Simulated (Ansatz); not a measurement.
Co3Sn2S2 in space group R-3m (No. 166; Co on 9d, Sn on 3b, Sn on 3a, S on 6c) at seven volumes, PBEsol in the plane-wave PAW code Ansatz, shape and atoms relaxed at each. One row is withheld.

```json
[
 {"V (Å³/atom)": "13.642", "P (GPa)": "14.40"},
 {"V (Å³/atom)": "14.092", "P (GPa)": "8.71"},
 {"V (Å³/atom)": "14.542", "P (GPa)": "3.96"},
 {"V (Å³/atom)": "14.992", "P (GPa)": "0.00"},
 {"V (Å³/atom)": "15.441", "P (GPa)": "-3.29"},
 {"V (Å³/atom)": "15.891", "P (GPa)": "-6.01"},
 {"V (Å³/atom)": "16.341", "P (GPa)": "?"}
]
```

Question: Fit the shown pressures and predict the withheld one.

Answer: P = (3/2)B₀(x^(7/2) − x^(5/2))[1 + (3/4)(B′ − 4)(x − 1)] with x = (V₀/V)^(2/3). Least squares on the six rows gives V₀ = 14.993 Å³/atom, B₀ = 120 GPa, B′ = 5.09. At V = 16.341, x = 0.9442 and P = -8.30 GPa. The run itself gave -8.24 GPa.

The first step of the workflow began from a Materials Project structure, measured or hypothetical; the Crystallography Open Database files this formula in space group No. 166, but the cells were not matched. Its standing as an ambient phase is unchecked. Symmetry was held in the PBEsol relaxation; whether a distortion lowers the energy is not shown. Magnetic state: ferromagnetic, the only order run, not a proven ground state. No Hubbard U is applied. Scalar-relativistic: spin–orbit coupling is off unless named, which matters more the heavier the elements.

Potentials: the later of the program's two PAW sets.
